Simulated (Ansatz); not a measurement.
MgBr₂:
```cif
data_Br2Mg
_chemical_formula_sum 'Mg1 Br2'
_space_group_name_H-M_alt 'P-3m1'
_space_group_IT_number 164
_space_group_name_Hall '-P 3 2"'
_cell_length_a 3.83557
_cell_length_b 3.83557
_cell_length_c 6.34222
_cell_angle_alpha 90.000
_cell_angle_beta 90.000
_cell_angle_gamma 120.000
loop_
_atom_site_label
_atom_site_type_symbol
_atom_site_symmetry_multiplicity
_atom_site_Wyckoff_symbol
_atom_site_fract_x
_atom_site_fract_y
_atom_site_fract_z
_atom_site_occupancy
Mg1 Mg 1 a 0.00000 0.00000 0.00000 1
Br1 Br 2 d 0.33333 0.66667 0.23611 1
```

Relaxed with r²SCAN+D4. 

Task: HSE06 on this cell (Ansatz, a quantum-chemistry and plane-wave program, PAW) gives a gap of 5.61 eV. What does r²SCAN+D4 give?

Result: 5.22 eV.

Cost on shared cores: the r²SCAN+D4 run (SCF on a 8×8×5 mesh, then bands and DOS) very roughly 50 core-seconds, the HSE06 run (SCF on 6×6×4, then a few points) very roughly 3 core-minutes; the tasks are unlike.

The first step of the workflow began from a Materials Project structure, measured or hypothetical; the Crystallography Open Database files this formula in space group No. 164, but the cells were not matched. Whether it is the stable phase at ambient conditions was not checked. Symmetry was held in the r²SCAN+D4 relaxation; whether a distortion lowers the energy is not shown. Scalar-relativistic: spin–orbit coupling is off unless named, which matters more the heavier the elements.

Potentials: the later of the program's two PAW sets.

Ansatz is a plane-wave DFT program.
